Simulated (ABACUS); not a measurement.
One base run on CsSnI3 (Pm-3m, 5 atoms in the cell; from Materials Project mp-614013, lattice scaled a little) and variants with one or two settings moved

```
CsSnI3
1.0
    6.29063     0.00000     0.00000
    0.00000     6.29063     0.00000
    0.00000     0.00000     6.29063
Cs Sn I
1 1 3
Direct
  0.50000   0.50000   0.50000
  0.00000   0.00000   0.00000
  0.50000   0.00000   0.00000
  0.00000   0.50000   0.00000
  0.00000   0.00000   0.50000
```

Base run A: PBE, numerical atomic orbitals DZP (confined pseudo-atomic orbitals with Gaussian additions; energy shift 0.01 Ry), PseudoDojo 0.5 standard norm-conserving PBE (tails mended) pseudopotentials run with ABACUS, self-consistent single point.

Its settings: basis = DZP numerical atomic orbitals, energy shift 0.01 Ry; KPT = Gamma 6 6 6 0 0 0; basis_type = lcao; dft_functional = PBE; ecutwfc = 100 Ry; smearing_method = gaussian; smearing_sigma = 0.00146997 Ry; potentials = PseudoDojo 0.5 standard norm-conserving PBE (tails mended); symmetry = 1; symmetry_prec = 1e-05; ks_solver = genelpa; scf_nmax = 100; scf_thr = 1.0e-07; mixing_type = broyden.

Spin-orbit coupling is left out, which matters for bands and gaps with elements this heavy. The atom-centred basis is finite, which shifts total energies, pressures and gaps against plane waves. The structure comes from a collection of computed structures, made at another level of theory; the collection holds predicted forms beside known ones. Its lattice was then scaled.

ΔF is the free energy per atom less that of run A. 

```json
[
 {"run": "A", "change": "base", "ΔF (meV/atom)": "0.00", "pressure (GPa)": "-1.14", "gap on the mesh (eV)": "0.436", "k-points": "20"},
 {"run": "B", "change": "lattice vector b scaled by 0.99", "ΔF (meV/atom)": "-3.0", "pressure (GPa)": "-0.97", "gap on the mesh (eV)": "0.372", "k-points": "40"},
 {"run": "C", "change": "lattice vector b scaled by 1.01", "ΔF (meV/atom)": "4.1", "pressure (GPa)": "-1.30", "gap on the mesh (eV)": "0.432", "k-points": "40"},
 {"run": "D", "change": "lattice vector a scaled by 0.99", "ΔF (meV/atom)": "-3.0", "pressure (GPa)": "-0.97", "gap on the mesh (eV)": "0.372", "k-points": "40"},
 {"run": "E", "change": "lattice vector a scaled by 1.01", "ΔF (meV/atom)": "4.1", "pressure (GPa)": "-1.30", "gap on the mesh (eV)": "0.432", "k-points": "40"},
 {"run": "F", "change": "lattice vector c scaled by 0.99", "ΔF (meV/atom)": "-3.0", "pressure (GPa)": "-0.97", "gap on the mesh (eV)": "0.372", "k-points": "40"},
 {"run": "G", "change": "lattice vector c scaled by 1.01", "ΔF (meV/atom)": "4.1", "pressure (GPa)": "-1.30", "gap on the mesh (eV)": "0.432", "k-points": "40"}
]
```

Run F against A: The free energy drops by 3.0 meV/atom, the pressure goes from -1.14 to -0.97 GPa and the gap on the mesh goes from 0.436 to 0.372 eV.

Run C against A: The free energy goes up by 4.1 meV/atom, the pressure goes from -1.14 to -1.30 GPa and the gap on the mesh hardly changes (0.436 to 0.432 eV).

The atomic orbitals were generated for these runs; they are not ABACUS's published sets and were checked against plane waves on a few crystals only.

“Tails mended”: in these copies of the files the far tail of each local potential was reset to the Coulomb form.
